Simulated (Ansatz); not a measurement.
The relaxed structure here is a generated cell of Bi: the first start was made by placing the elements on the sites of a structure type, and the end was not matched to a known phase here, so it may be hypothetical. Known forms of Bi include space group No. 166.

A relaxed cell of Bi (P6₃/mmc (No. 194)), relaxed on a k-mesh at least as fine as the one used below. The numbers are results of PBEsol (plane waves to 420 eV, PAW, scalar-relativistic; Ansatz, an electronic-structure program), not measurements. Γ-centred k-mesh 7×7×5 on the run's cell (coarser than for final values), Fermi–Dirac smearing 0.05 eV.

```xyz
8
Lattice="10.6611 0.0000 0.0000 -2.6653 4.6164 0.0000 0.0000 0.0000 6.3008" Properties=species:S:1:pos:R:3 pbc="T T T"
Bi     0.0000     0.0000     4.7256
Bi     5.3306     0.0000     4.7256
Bi     0.0000     0.0000     1.5752
Bi     5.3306     0.0000     1.5752
Bi     0.0000     3.0776     4.7256
Bi     5.3306     3.0776     4.7256
Bi     2.6653     1.5388     1.5752
Bi     7.9959     1.5388     1.5752
```

The atoms are displaced along an unstable phonon of this cell by (Å):

```
atom     ux     uy      uz
----  -----  -----  ------
Bi1   0.000  0.000   0.011
Bi2   0.000  0.000  -0.011
Bi3   0.000  0.000  -0.011
Bi4   0.000  0.000   0.011
Bi5   0.000  0.000  -0.150
Bi6   0.000  0.000   0.150
Bi7   0.000  0.000  -0.150
Bi8   0.000  0.000   0.150
```

### Question
What forces (eV/Å) and pressure result?

### Answer
```tsv
atom	Fx	Fy	Fz
Bi1	0.01	0.00	0.04
Bi2	0.01	0.00	-0.04
Bi3	-0.01	0.00	-0.04
Bi4	-0.01	0.00	0.04
Bi5	-0.02	-0.01	-0.23
Bi6	-0.02	-0.01	0.23
Bi7	0.02	0.01	-0.23
Bi8	0.02	0.01	0.23
```

Pressure -0.1 GPa.

The undisplaced cell is probably no minimum: from this displacement the run went on to P6₃/mmc (No. 194), 0.19 eV/atom below it.

No spin polarisation in the result.
